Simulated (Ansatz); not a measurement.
A geometry of SnO away from equilibrium: step 5 of the relaxation of a generated trial cell of SnO in the AFLOW prototype AB_cI16_199_a_a (B_a). Method: PBE (plane waves to 420 eV, PAW, scalar-relativistic; Ansatz, an electronic-structure program). Γ-centred k-mesh 5×5×5 on the run's cell (coarser than for final values), Fermi–Dirac smearing 0.05 eV.

```yaml
crystal:
  lattice:
    - [-3.21421, 3.21421, 3.21421]
    - [3.21421, -3.21421, 3.21421]
    - [3.21421, 3.21421, -3.21421]
  atoms:
    - { symbol: O, position: [0.90833, 0.90833, 0.90833] }
    - { symbol: O, position: [0.50000, 0.00000, 0.59167] }
    - { symbol: O, position: [0.00000, 0.59167, 0.50000] }
    - { symbol: O, position: [0.59167, 0.50000, 0.00000] }
    - { symbol: Sn, position: [0.52662, 0.52662, 0.52662] }
    - { symbol: Sn, position: [0.50000, 0.00000, 0.97338] }
    - { symbol: Sn, position: [0.00000, 0.97338, 0.50000] }
    - { symbol: Sn, position: [0.97338, 0.50000, 0.00000] }
```

Problem. Which atoms carry the largest force, and which way does it point?

Solution. 0.51 eV/Å, on Sn5, Sn6, Sn7, Sn8 (atoms numbered as listed); on Sn5 its components are (-0.30, -0.30, -0.30).

Problem. What is the pressure?

Solution. +3.1 GPa, compression positive.

No spin polarisation in the result.

The run could not lose the symmetry of its start, so the end can be a saddle point.

The end of the path is a generated cell of SnO: the first start was made by placing the elements on the sites of a structure type, and the end was not matched to a known phase here, so it may be hypothetical. Known forms of SnO include space group No. 129.
